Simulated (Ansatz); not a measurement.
Here is the system:

BaC$_{2}$:
```
BaC2
1.0
    2.60052     1.50141     2.47287
   -2.60052     1.50141     2.47287
    0.00000    -3.00282     2.47287
Ba C
1 2
Cartesian
  0.00000   0.00000   0.00000
  0.00000   0.00000   4.33787
  0.00000   0.00000   3.08072
```

This is the r²SCAN-relaxed structure.

All from r²SCAN in the plane-wave PAW code Ansatz, unless another level is named. Predict the static dielectric constant ε0 (ions relaxed, cell fixed).

16.6 (xx = yy), 16.0 (zz).

And the Born charges (a third of the trace)?

Ba +2.70, C -1.35 e.

Next, the electronic dielectric constant ε∞ (DFPT)?

4.06 (xx = yy), 4.82 (zz).

Space group R-3m. The first step of the workflow began from a Materials Project structure, measured or hypothetical; the Crystallography Open Database copy checked does not list it. Its standing as an ambient phase is unchecked. The cell was relaxed with r²SCAN under the symmetry of its start; phonons on a q-mesh show no instability. Scalar-relativistic: spin–orbit coupling is off unless named, which matters more the heavier the elements.

Potentials: the later of the program's two PAW sets.
